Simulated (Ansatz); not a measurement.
Ga3Mo:
```yaml
crystal:
  lattice:
    - [3.92287, 0.00000, 0.00000]
    - [0.00000, 3.92287, 0.00000]
    - [0.00000, 0.00000, 3.92287]
  atoms:
    - { symbol: Ga, position: [0.00000, 0.50000, 0.50000] }
    - { symbol: Ga, position: [0.50000, 0.50000, 0.00000] }
    - { symbol: Ga, position: [0.50000, 0.00000, 0.50000] }
    - { symbol: Mo, position: [0.00000, 0.00000, 0.00000] }
```

Relaxed with r²SCAN. Special points in fractions of this cell's reciprocal vectors: Γ (0.000, 0.000, 0.000); X (0.000, 0.500, 0.000); M (0.500, 0.500, 0.000); R (0.500, 0.500, 0.500).

Task: List the band energies nearest the Fermi level at these points for r²SCAN in the plane-wave PAW code Ansatz.

Result: In eV from the Fermi level; about four levels below and three above (degenerate sets whole), none deeper than 8.9 eV; points with the same levels are listed once.

```csv
k,below,above
Γ,-2.83 -2.83 -2.83 -0.68 -0.68 -0.68,2.71 3.24 3.24
X,-3.45 -0.86 -0.60 -0.19,1.19 1.19 2.39
M,-6.13 -2.65 -2.65 -0.02,0.10 0.32 1.77
R,-5.88 -4.08 -4.08 -4.08,0.25 0.25 1.71
```

Space group Pm-3m (Cu3Au type). A made-up cell: these elements were put on the sites of a structure type; neither database checked (COD, Materials Project) lists it. Its standing as an ambient phase is unchecked. Symmetry was held in the r²SCAN relaxation; its stability against distortions is not shown here. No spin polarisation was allowed. Scalar-relativistic: spin–orbit coupling is off unless named, which matters more the heavier the elements.

Potentials: the earlier of the program's two PAW sets.
